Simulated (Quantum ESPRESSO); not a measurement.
# TaHf3O7N: one run as intended and one with a planted mistake

Computed values, not a measurement. The program is pw.x of Quantum ESPRESSO 7.5 (plane-wave density functional theory). The cell is made up: 12 atoms on a rutile lattice, with randomly drawn elements, strain and displacements, not relaxed. PseudoDojo standard norm-conserving files (v0.5 for PBE, v0.4.1 for LDA and PBEsol) set the functional; there is no spin polarisation, spin-orbit coupling or dispersion term, and the masses in the input are unused placeholders.

The hafnium pseudopotential is less sure than the others, with forces about 3 percent (worst 6) and pressure in oxides about 1.5 GPa (worst 2.7) from a second method in checks, which no rerun with the same files tests.

Intended input:

```
&control calculation='scf', pseudo_dir='./dojo.nc.sr.pbe.v0_5.standard.upf', outdir='./o', disk_io='low', tprnfor=.true., tstress=.true. /
&system ibrav=0, nat=12, ntyp=4, nbnd=54, ecutwfc=84.00895049, nosym=.true., tot_charge=0,
 occupations='smearing', smearing='fd', degauss=0.0018374661
/
&electrons conv_thr=7.350e-09, electron_maxstep=60, /
ATOMIC_SPECIES
Hf 1.0 Hf.upf
N 1.0 N.upf
O 1.0 O.upf
Ta 1.0 Ta.upf
CELL_PARAMETERS angstrom
4.7 -0.0441 0.0172
-0.0441 4.7125 -0.0523
0.0228 -0.0692 6.3409
ATOMIC_POSITIONS angstrom
Ta -0.0188 -0.0399 -0.0314
Hf 2.2263 2.2708 1.5434
Hf 0.0695 -0.1021 3.1406
Hf 2.4457 2.2457 4.7546
O 1.4468 1.3175 0.0706
N 3.3682 3.1631 -0.0484
O 3.8109 1.003 1.5459
O 0.7429 3.7446 1.4693
O 1.3486 1.3929 3.0498
O 3.2782 3.1821 3.1554
O 3.6488 0.7518 4.6916
O 1.0336 3.7405 4.7413
K_POINTS automatic
5 5 4 1 1 1
```

The log is shortened where brackets say so; the opening notice, blank lines, dates and the lines on written files are dropped, and the path of the files is cut. It prints rydbergs, bohrs and kilobars, and counts compression as positive stress. Where no state is partly filled, the Fermi energy that it prints is only some level between the filled and the empty states on the mesh, and need not lie in the true gap.

Log of the intended run:

```
     Program PWSCF v.7.5
     Parallel version (MPI & OpenMP), running on       4 processor cores
     Number of MPI processes:                 4
     Threads/MPI process:                     1
     [start-up lines left out]
     bravais-lattice index     =            0
     lattice parameter (alat)  =       8.8822  a.u.
     unit-cell volume          =     947.5466 (a.u.)^3
     number of atoms/cell      =           12
     number of atomic types    =            4
     number of electrons       =        96.00
     number of Kohn-Sham states=           54
     kinetic-energy cutoff     =      84.0090  Ry
     charge density cutoff     =     336.0358  Ry
     scf convergence threshold =      7.3E-09
     mixing beta               =       0.7000
     number of iterations used =            8  plain     mixing
     Exchange-correlation= PBE
                           (   1   4   3   4   0   0   0)
     [axes and pseudopotential details left out]
   Cartesian axes
     site n.     atom                  positions (alat units)
         1        Ta     tau(   1) = (  -0.0039998  -0.0084889  -0.0066805  )
         2        Hf     tau(   2) = (   0.4736568   0.4831244   0.3283663  )
         3        Hf     tau(   3) = (   0.0147865  -0.0217223   0.6681789  )
         4        Hf     tau(   4) = (   0.5203353   0.4777843   1.0115657  )
         5        O      tau(   5) = (   0.3078142   0.2803049   0.0150205  )
         6        N      tau(   6) = (   0.7166020   0.6729659  -0.0102974  )
         7        O      tau(   7) = (   0.8107887   0.2133934   0.3288982  )
         8        O      tau(   8) = (   0.1580558   0.7966830   0.3126012  )
         9        O      tau(   9) = (   0.2869216   0.2963467   0.6488607  )
        10        O      tau(  10) = (   0.6974540   0.6770082   0.6713277  )
        11        O      tau(  11) = (   0.7763011   0.1599493   0.9981621  )
        12        O      tau(  12) = (   0.2199037   0.7958107   1.0087361  )
     number of k points=    50  Fermi-Dirac smearing, width (Ry)=  0.0018
                       cart. coord. in units 2pi/alat
        k(    1) = (   0.1006177   0.1017180   0.0934054), wk =   0.0400000
        k(    2) = (   0.0999586   0.1037688   0.2787445), wk =   0.0400000
     [further k points left out]
     Dense  grid:    98517 G-vectors     FFT dimensions: (  54,  54,  72)
     Estimated max dynamical RAM per process >     304.66 MB
     Estimated total dynamical RAM >       1.12 GB
     Initial potential from superposition of free atoms
     starting charge      95.9935, renormalised to      96.0000
     Starting wfcs are   72 randomized atomic wfcs
     total cpu time spent up to now is        3.8 secs
     per-process dynamical memory:   233.0 Mb
     Self-consistent Calculation
     iteration #  1     ecut=    84.01 Ry     beta= 0.70
     Davidson diagonalization with overlap
     ethr =  1.00E-02,  avg # of iterations =  2.0
     total cpu time spent up to now is        9.7 secs
     total energy              =    -719.97494654 Ry
     estimated scf accuracy    <       4.88361626 Ry
     iteration #  2     ecut=    84.01 Ry     beta= 0.70
     Davidson diagonalization with overlap
     ethr =  5.09E-03,  avg # of iterations =  3.9
     total cpu time spent up to now is       17.6 secs
     total energy              =    -719.56180859 Ry
     estimated scf accuracy    <      12.85440864 Ry
     [iterations 3 to 13 left out]
     iteration # 14     ecut=    84.01 Ry     beta= 0.70
     Davidson diagonalization with overlap
     ethr =  1.64E-10,  avg # of iterations =  4.9
     total cpu time spent up to now is      101.5 secs
     total energy              =    -722.39069166 Ry
     estimated scf accuracy    <       0.00000002 Ry
     iteration # 15     ecut=    84.01 Ry     beta= 0.70
     Davidson diagonalization with overlap
     ethr =  2.01E-11,  avg # of iterations =  3.8
     total cpu time spent up to now is      108.1 secs
     End of self-consistent calculation
     [lines on levels left out]
     the Fermi energy is    11.9468 ev
!    total energy              =    -722.39069166 Ry
     estimated scf accuracy    <          3.7E-09 Ry
     smearing contrib. (-TS)   =      -0.00000000 Ry
     internal energy E=F+TS    =    -722.39069166 Ry
     The total energy is F=E-TS. E is the sum of the following terms:
     one-electron contribution =    -157.81678696 Ry
     hartree contribution      =     131.42260153 Ry
     xc contribution           =    -180.77141663 Ry
     ewald contribution        =    -515.22508960 Ry
     convergence has been achieved in  15 iterations
     Forces acting on atoms (cartesian axes, Ry/au):
     atom    1 type  4   force =    -0.10291945   -0.04799510   -0.00096935
     atom    2 type  1   force =     0.08719230    0.06313112    0.00544999
     atom    3 type  1   force =    -0.04521263    0.00973329    0.02311628
     atom    4 type  1   force =    -0.03657379    0.03637722   -0.00580743
     atom    5 type  3   force =    -0.03242976   -0.02071426   -0.08273899
     atom    6 type  2   force =     0.01762935    0.06504765    0.01279862
     atom    7 type  3   force =     0.03702911   -0.07938379   -0.01261074
     atom    8 type  3   force =     0.05193362   -0.00406995   -0.02913312
     atom    9 type  3   force =     0.00681074    0.00521948    0.06615254
     atom   10 type  3   force =    -0.02077107   -0.00809015   -0.01056949
     atom   11 type  3   force =     0.10369565   -0.07618229    0.03007406
     atom   12 type  3   force =    -0.06638406    0.05692677    0.00423763
     Total force =     0.290679     Total SCF correction =     0.000181
     Computing stress (Cartesian axis) and pressure
          total   stress  (Ry/bohr**3)                   (kbar)     P=      184.12
   0.00125861   0.00018464  -0.00002331          185.15       27.16       -3.43
   0.00018464   0.00130552   0.00024052           27.16      192.05       35.38
  -0.00002331   0.00024052   0.00119083           -3.43       35.38      175.18
     init_run     :      3.62s CPU      3.75s WALL (       1 calls)
     electrons    :    104.05s CPU    104.31s WALL (       1 calls)
     forces       :      1.49s CPU      1.50s WALL (       1 calls)
     stress       :      5.07s CPU      5.18s WALL (       1 calls)
     [timing details left out]
     PWSCF        :   1m54.32s CPU   1m54.85s WALL
     JOB DONE.
```

A second run has one planted mistake: two atoms have their elements exchanged. The input lines that differ, file-writing options aside:

```
- O 1.4468 1.3175 0.0706
+ N 1.4468 1.3175 0.0706
- N 3.3682 3.1631 -0.0484
+ O 3.3682 3.1631 -0.0484
```

Its log:

```
     Program PWSCF v.7.5
     Parallel version (MPI & OpenMP), running on       4 processor cores
     Number of MPI processes:                 4
     Threads/MPI process:                     1
     [start-up lines left out]
     bravais-lattice index     =            0
     lattice parameter (alat)  =       8.8822  a.u.
     unit-cell volume          =     947.5466 (a.u.)^3
     number of atoms/cell      =           12
     number of atomic types    =            4
     number of electrons       =        96.00
     number of Kohn-Sham states=           54
     kinetic-energy cutoff     =      84.0090  Ry
     charge density cutoff     =     336.0358  Ry
     scf convergence threshold =      7.3E-09
     mixing beta               =       0.7000
     number of iterations used =            8  plain     mixing
     Exchange-correlation= PBE
                           (   1   4   3   4   0   0   0)
     [axes and pseudopotential details left out]
   Cartesian axes
     site n.     atom                  positions (alat units)
         1        Ta     tau(   1) = (  -0.0039998  -0.0084889  -0.0066805  )
         2        Hf     tau(   2) = (   0.4736568   0.4831244   0.3283663  )
         3        Hf     tau(   3) = (   0.0147865  -0.0217223   0.6681789  )
         4        Hf     tau(   4) = (   0.5203353   0.4777843   1.0115657  )
         5        N      tau(   5) = (   0.3078142   0.2803049   0.0150205  )
         6        O      tau(   6) = (   0.7166020   0.6729659  -0.0102974  )
         7        O      tau(   7) = (   0.8107887   0.2133934   0.3288982  )
         8        O      tau(   8) = (   0.1580558   0.7966830   0.3126012  )
         9        O      tau(   9) = (   0.2869216   0.2963467   0.6488607  )
        10        O      tau(  10) = (   0.6974540   0.6770082   0.6713277  )
        11        O      tau(  11) = (   0.7763011   0.1599493   0.9981621  )
        12        O      tau(  12) = (   0.2199037   0.7958107   1.0087361  )
     number of k points=    50  Fermi-Dirac smearing, width (Ry)=  0.0018
                       cart. coord. in units 2pi/alat
        k(    1) = (   0.1006177   0.1017180   0.0934054), wk =   0.0400000
        k(    2) = (   0.0999586   0.1037688   0.2787445), wk =   0.0400000
     [further k points left out]
     Dense  grid:    98517 G-vectors     FFT dimensions: (  54,  54,  72)
     Estimated max dynamical RAM per process >     304.66 MB
     Estimated total dynamical RAM >       1.12 GB
     Initial potential from superposition of free atoms
     starting charge      95.9935, renormalised to      96.0000
     Starting wfcs are   72 randomized atomic wfcs
     total cpu time spent up to now is        3.8 secs
     per-process dynamical memory:   240.2 Mb
     Self-consistent Calculation
     iteration #  1     ecut=    84.01 Ry     beta= 0.70
     Davidson diagonalization with overlap
     ethr =  1.00E-02,  avg # of iterations =  2.0
     total cpu time spent up to now is        9.7 secs
     total energy              =    -719.95212431 Ry
     estimated scf accuracy    <       4.91026724 Ry
     iteration #  2     ecut=    84.01 Ry     beta= 0.70
     Davidson diagonalization with overlap
     ethr =  5.11E-03,  avg # of iterations =  3.9
     total cpu time spent up to now is       17.6 secs
     total energy              =    -719.39495605 Ry
     estimated scf accuracy    <      13.57345765 Ry
     [iterations 3 to 13 left out]
     iteration # 14     ecut=    84.01 Ry     beta= 0.70
     Davidson diagonalization with overlap
     ethr =  2.01E-10,  avg # of iterations =  5.0
     total cpu time spent up to now is      101.2 secs
     total energy              =    -722.37787817 Ry
     estimated scf accuracy    <       0.00000002 Ry
     iteration # 15     ecut=    84.01 Ry     beta= 0.70
     Davidson diagonalization with overlap
     ethr =  2.59E-11,  avg # of iterations =  4.0
     total cpu time spent up to now is      107.9 secs
     End of self-consistent calculation
     [lines on levels left out]
     the Fermi energy is    11.9006 ev
!    total energy              =    -722.37787817 Ry
     estimated scf accuracy    <          4.4E-09 Ry
     smearing contrib. (-TS)   =      -0.00000000 Ry
     internal energy E=F+TS    =    -722.37787817 Ry
     The total energy is F=E-TS. E is the sum of the following terms:
     one-electron contribution =    -157.75966069 Ry
     hartree contribution      =     131.37456939 Ry
     xc contribution           =    -180.76536553 Ry
     ewald contribution        =    -515.22742134 Ry
     convergence has been achieved in  15 iterations
     Forces acting on atoms (cartesian axes, Ry/au):
     atom    1 type  4   force =     0.06973491    0.12958288    0.01786086
     atom    2 type  1   force =     0.05080556    0.02864787    0.00652370
     atom    3 type  1   force =    -0.03860327    0.01624709    0.01788740
     atom    4 type  1   force =    -0.07997811   -0.00373858   -0.00240069
     atom    5 type  2   force =    -0.07690795   -0.05722559   -0.10850531
     atom    6 type  3   force =    -0.01366016    0.01737545    0.00805723
     atom    7 type  3   force =     0.02863096   -0.09063162   -0.01049076
     atom    8 type  3   force =     0.02615546   -0.01242114   -0.03602219
     atom    9 type  3   force =     0.01835153    0.01462128    0.07184315
     atom   10 type  3   force =    -0.00643470    0.00551436   -0.00150596
     atom   11 type  3   force =     0.09751144   -0.08502733    0.03411765
     atom   12 type  3   force =    -0.07560567    0.03705534    0.00263494
     Total force =     0.312233     Total SCF correction =     0.000231
     Computing stress (Cartesian axis) and pressure
          total   stress  (Ry/bohr**3)                   (kbar)     P=      184.41
   0.00122949   0.00018461  -0.00009058          180.86       27.16      -13.33
   0.00018461   0.00135543   0.00029108           27.16      199.39       42.82
  -0.00009058   0.00029108   0.00117589          -13.33       42.82      172.98
     init_run     :      3.62s CPU      3.75s WALL (       1 calls)
     electrons    :    103.92s CPU    104.14s WALL (       1 calls)
     forces       :      1.49s CPU      1.51s WALL (       1 calls)
     stress       :      5.07s CPU      5.19s WALL (       1 calls)
     [timing details left out]
     PWSCF        :   1m54.18s CPU   1m54.72s WALL
     JOB DONE.
```

|  | intended run | run with the mistake |
| --- | --- | --- |
| free energy (eV) | -9828.626 | -9828.452 |
| smearing term -TS (eV) | 0.0000 | 0.0000 |
| pressure (GPa) | 18.41 | 18.44 |
| largest force component (eV/Å) | 2.666 | 3.332 |
| largest change of a force component (eV/Å) |  | 4.566 |
| iterations | 15 | 15 |

For scale, a rerun of the intended cell at 1437 eV and a 7 x 7 x 6 mesh moved values by no more than 0.004 eV in energy, 0.03 GPa in stress and 0.002 eV/Å in force.